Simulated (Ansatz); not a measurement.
Ge in space group Fd-3m (No. 227; Ge on 32e) under volume change, r²SCAN (plane waves, PAW; program Ansatz), shape and atoms relaxed at each volume.

```json
[
 {"V (Å³/atom)": "56.926", "E − E(relaxed) (meV/atom)": "31.3", "P (GPa)": "1.92"},
 {"V (Å³/atom)": "58.803", "E − E(relaxed) (meV/atom)": "13.2", "P (GPa)": "1.19"},
 {"V (Å³/atom)": "60.680", "E − E(relaxed) (meV/atom)": "3.1", "P (GPa)": "0.54"},
 {"V (Å³/atom)": "62.556", "E − E(relaxed) (meV/atom)": "0.0", "P (GPa)": "0.00"},
 {"V (Å³/atom)": "64.433", "E − E(relaxed) (meV/atom)": "2.7", "P (GPa)": "-0.46"},
 {"V (Å³/atom)": "66.310", "E − E(relaxed) (meV/atom)": "10.3", "P (GPa)": "-0.83"},
 {"V (Å³/atom)": "68.186", "E − E(relaxed) (meV/atom)": "21.7", "P (GPa)": "-1.10"}
]
```

### Question
What does a third-order Birch–Murnaghan fit give for V₀, B₀ and B′?

### Answer
V₀ = 62.57 Å³/atom, B₀ = 16.1 GPa, B′ = 5.0.

The start of the workflow was typed in or built on a structure type. Its sites differ from those of the usual phase in this space group: another stacking or structure type. Symmetry was held in the r²SCAN relaxation; whether a distortion lowers the energy is not shown. The volume moved by 44 % from the start of the relaxation.

Potentials: the later of the program's two PAW sets.
